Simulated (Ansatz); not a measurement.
MgTe2 in space group Pa-3 (No. 205; Mg on 4a, Te on 8c), plane-wave PAW r²SCAN (Ansatz code), all energies at zero smearing, with the estimated change up to a 700 eV cutoff added, with one set of potentials and settings (totals compare only within such a set). Cell of 12 atoms (4 Mg, 8 Te): -63672.788 eV.

```
element                reference phase  E (eV/atom)
-------  -----------------------------  -----------
Mg       P6_3/mmc, 2 atoms in the cell   -1926.4086
Te         P3_121, 3 atoms in the cell   -6994.8235
```

Formation energy per atom, worked out: (-63672.788 − 4×(-1926.4086) − 8×(-6994.8235))/12 = -0.714 eV/atom (-69 kJ per mol of atoms), at 0 K, without zero-point energy or fitted corrections.

The workflow started from a Materials Project entry (that database holds measured and hypothetical structures alike); the Crystallography Open Database files this formula in space group No. 205, but the cells were not matched. Whether it is the stable phase at ambient conditions was not checked. The r²SCAN relaxation kept the symmetry of its start; whether a distortion lowers the energy is not shown. The references are the lowest solids computed at this level, not always the standard phases. Spin–orbit coupling is left out wherever it is not named.

Potentials: the later of the program's two PAW sets.
